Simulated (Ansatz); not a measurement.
ScF₃: a vibration from a frozen displacement

These are results of Ansatz 0.2.0, DFT r2SCAN, scalar-relativistic, plane waves, PAW, not measurements. The runs took a 500 eV cutoff, a Γ-centred 6×6×6 mesh and Gaussian smearing (0.05 eV). No spin polarisation. Energies are free energies at this smearing, counted from the undisturbed cell; pressure is positive in compression.

The starting cell (as given, not relaxed at this level; it stands at 1.4 GPa):

```
Sc F
1.0
     4.01245    0.00000    0.00000
     0.00000    4.01245    0.00000
     0.00000    0.00000    4.01245
Sc F
1 3
Direct
  0.00000 0.00000 0.00000
  0.50000 0.00000 0.00000
  0.00000 0.50000 0.00000
  0.00000 0.00000 0.50000
```

Every Sc atom is moved by x along the Cartesian unit vector (1.000, 0.000, 0.000); the cell and all other atoms stay fixed. The cell's volume is 64.60 Å³; the moved atoms weigh 44.956 u together and the others 56.995 u. Some rows repeat others by symmetry and weren't run.

```csv
x (Å),ΔE (meV/cell),total force on the moved atoms along the move (eV/Å),pressure (GPa)
-0.3000,657.45,5.7992,7.2202
-0.2625,465.37,4.4874,5.7150
-0.2250,317.91,3.4145,4.4720
-0.1875,206.75,2.5437,3.4675
-0.1500,125.03,1.8396,2.6789
-0.1125,67.15,1.2661,2.0870
-0.0750,28.84,0.7907,1.6757
-0.0375,7.06,0.3792,1.4334
0.0000,0.00,0.0000,1.3535
0.0375,7.06,-0.3792,1.4334
0.0750,28.84,-0.7907,1.6757
0.1125,67.15,-1.2661,2.0870
0.1500,125.03,-1.8396,2.6789
0.1875,206.75,-2.5437,3.4675
0.2250,317.91,-3.4145,4.4720
0.2625,465.37,-4.4874,5.7150
0.3000,657.45,-5.7992,7.2202
```

Q: What frequency belongs to this motion?

A: The force constant is k = −dF/dx = 10.112 eV/Å², from the parabola through x = -0.0375, 0 and 0.0375. In every cell the moved atoms swing against the rest, so the mass is μ = m₁m₂/(m₁ + m₂) = 25.132 u, and ν̃ = 521.5 cm⁻¹ × √(|k|/μ) = 331 cm⁻¹, at this cell's pressure of 1.4 GPa. The pattern needn't be a normal mode: ν̃² is then a weighted mean of the squared nonzero frequencies at the zone centre of this cell, taken without macroscopic field, so it lies between the lowest and the highest of them.

Q: How far does the harmonic law reach?

A: At x = -0.300 Å, kx²/2 = 455.04 meV against the computed 657.45 meV (+44.5 %): the well stiffens in this direction at large amplitude.

Q: The pressure changes with x². What does that say about the frequency under compression?

A: With E = k(V)x²/2, k ∝ V^(−2γ) and x scaling with the cell as V^(1/3), P − P0 = −∂E/∂V = (2γ − 2/3) ΔE/V. At x = 0.0750 Å, V(P − P0) = 64.60 × 0.32224 / 160.2 eV = 129.93 meV and ΔE = 28.84 meV, so γ = 1/3 + V(P − P0)/(2ΔE) = 2.59. This is the Grüneisen parameter of the motion under uniform scaling of the cell: shrinking the cell evenly by 1 % in volume raises the frequency by about 2.59 %.